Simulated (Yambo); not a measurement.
Mg2FeH6 (space group Fm-3m, No. 225), G0W0@LDA in Yambo (4×4×4 mesh, plasmon pole; 8 Ry block, no terminator). The number N of bands in W and G is varied.

```csv
N,x = 1/N,gap W → X (eV),shift of the valence edge (eV)
52,0.01923,2.795,0.410
73,0.01370,2.804,0.284
98,0.01020,2.794,0.208
126,0.00794,?,?
```

Q: Basis-set arguments suggest E = E∞ + A x. Fix A and E∞ from the two rows above the withheld one, predict the row at 126 bands, and test the form.

A: Gap: A = (2.794 − (2.804))/(0.01020 − 0.01370) = 2.86, E∞ = 2.765 eV, so 2.788 eV is predicted; the run gave 2.794 eV (miss 6 meV). The first two rows have slope -1.63, so the form doesn't hold yet over the whole range. Shift: A = (0.208 − (0.284))/(0.01020 − 0.01370) = 21.7, E∞ = -0.013 eV, so 0.159 eV is predicted; the run gave 0.152 eV (miss 7 meV). The first two rows have slope 22.8, within 15 % of that. The other settings are held fixed.

Geometry of the Materials Project entry, not relaxed at this level; primitive cell a = 4.4937 Å, b = 4.4937 Å, c = 4.4937 Å, α = 60.00°, β = 60.00°, γ = 60.00°.

The runs are not spin-polarised; magnetic order was not tried.

A shift is the quasiparticle energy of the state minus its LDA energy.
